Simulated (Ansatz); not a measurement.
**WS₂ — field gradients at the nuclei**

The cell is a COD entry.

Space group P6_3/mmc (No. 194); a = 3.1532, c = 12.3230 Å, γ = 120.00°.

| site | Wyckoff | site symmetry | x | y | z |
| --- | --- | --- | --- | --- | --- |
| W | 2c | -6m2 | 0.3333 | 0.6667 | 0.2500 |
| S | 4f | 3m. | 0.3333 | 0.6667 | 0.6225 |

One atom of each set is listed.

All values are calculated (Ansatz; DFT, PBE, plane waves and PAW, scalar-relativistic, collinear spin, 420 eV cutoff, Γ-centred 16×16×4 k-points, Fermi–Dirac smearing 0.02 eV), not measured. Start moments as typed (μB): 2 on each W, none on the rest.

Conventions: |V_zz| ≥ |V_yy| ≥ |V_xx|, η = (V_xx − V_yy)/V_zz, C_Q = eQV_zz/h.

S-33: I = 3/2, Q = -69.40 mb. Nuclear quadrupole moments: year-2017 set (Pyykkö).

| site | atoms | first shell | V_zz (10²¹ V/m²) | η | C_Q (MHz) |
| --- | --- | --- | --- | --- | --- |
| W | 2 | 6 S at 2.40 Å | -17.26 | 0.00 | – |
| S | 4 | 3 W at 2.40 Å; also 7 S at 3.14–3.15 Å | -4.41 | 0.00 | 7.40 |

An axis of threefold or higher order runs through W and S, so V_zz lies along it and η is zero.

W has no stable isotope with a ground-state quadrupole moment in the table, so no C_Q is given.

Without spin–orbit coupling the gradients at and beside W can be off by some per cent, at some sites by more. The start moments die out, and the run ends without spin.

Hardware: 1 thread of Intel Xeon Platinum 8488C (Sapphire Rapids) (x86_64; 16 cores open to the job, memory cap 3.0 GiB, no GPU), a shared host with a load of 0.1 a core. Wall time 34 s, CPU time 34 s, peak memory 0.77 GiB.
